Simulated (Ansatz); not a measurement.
Consider the following.

Hf3Te2:
```yaml
crystal:
  lattice:
    - [-1.84474, 1.84474, 9.24090]
    - [1.84474, -1.84474, 9.24090]
    - [1.84474, 1.84474, -9.24090]
  atoms:
    - { symbol: Hf, position: [0.90745, 0.90745, 0.00000] }
    - { symbol: Hf, position: [0.09255, 0.09255, 0.00000] }
    - { symbol: Hf, position: [0.50000, 0.50000, 0.00000] }
    - { symbol: Te, position: [0.33624, 0.33624, 0.00000] }
    - { symbol: Te, position: [0.66376, 0.66376, 0.00000] }
```

This is the r²SCAN+D4-relaxed structure.

### Question
All from the program Ansatz at the r²SCAN+D4 level (PAW), unless another level is named. Predict the electronic character.

### Answer
metallic (no gap).

### Question
Predict the density of states at the Fermi level.

### Answer
0.35 states/eV per atom (mean over ±0.08 eV).

### Question
And the formation energy from the elements (no fitted shifts)?

### Answer
-0.71 eV/atom.

Space group I4/mmm. The first step of the workflow began from a Materials Project structure, measured or hypothetical; the Crystallography Open Database copy checked does not list it. Its standing as an ambient phase is unchecked. The r²SCAN+D4 relaxation kept the symmetry of its start; its stability against distortions is not shown here. No spin polarisation was allowed. The references are the lowest solids computed at this level, not always the standard phases. Scalar-relativistic: spin–orbit coupling is off unless named, which matters more the heavier the elements.

Potentials: the later of the program's two PAW sets.
